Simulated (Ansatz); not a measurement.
## Computed properties of PtAu

PtAu:
```
PtAu
1.0
    2.76107     0.00000     0.00000
   -1.38054     2.39116     0.00000
    0.00000     0.00000     4.74218
Pt Au
1 1
Direct
  0.66667   0.33333   0.00000
  0.00000   0.00000   0.50000
```

Space group P-6m2 (No. 187); conventional cell a = b = 2.761 Å, c = 4.742 Å, α = β = 90.00°, γ = 120.00°.

Method: LDA in the plane-wave PAW code Ansatz. Geometry: relaxed at this level of theory. Other levels are named where they apply.

### Cell and energy

```yaml
volume_per_atom: 15.65 Å³
density: 20.79 g/cm³
Formation energy from the elements (no fitted shifts): 0.047 eV/atom
```

### Electronic structure

```yaml
electronic_character: metallic (no gap)
Density of states at the Fermi level: 0.47 states/eV per atom (mean over ±0.08 eV)
```

### Mechanics

```yaml
Bulk modulus (Birch–Murnaghan fit): 243 GPa
Pressure derivative B′: 5.6
Elastic constants (relaxed ions, GPa): C11 = 387, C12 = 205, C13 = 173, C33 = 335, C44 = 28.9
mechanical_stability: stable (all eigenvalues of C positive)
hill_bulk_and_shear_moduli: 244 and 58.0 GPa
Young's modulus: 161 GPa
Poisson's ratio: 0.39
debye_temperature_from_the_elastic_constants: 225 K
```

### Phonons

```yaml
highest_zone_centre_frequency: 5.09 THz
zone_centre_stability: no imaginary mode at Γ
```

The first step of the workflow began from a Materials Project structure, measured or hypothetical; the Crystallography Open Database copy checked does not list it. With Pt and Au taken as one species the cell has the higher symmetry P6_3/mmc, so it may be an ordered model of a mixed-site phase. Whether it is the stable phase at ambient conditions was not checked. The LDA relaxation kept the symmetry of its start. The run is not spin-polarised. As this level gives no gap, shear constants depend on the k-mesh and smearing (Fermi–Dirac, 0.1 eV here). As this level gives no gap, phonon frequencies hold no LO–TO term and depend on the k-mesh and smearing (Fermi–Dirac, 0.1 eV here). Axis ratios of metals converge slowly with the k-mesh, so a and c are less sure than the volume. The references are the lowest solids computed at this level, not always the standard phases. Scalar-relativistic: spin–orbit coupling is off unless named, which matters more the heavier the elements.

Potentials: the later of the program's two PAW sets.
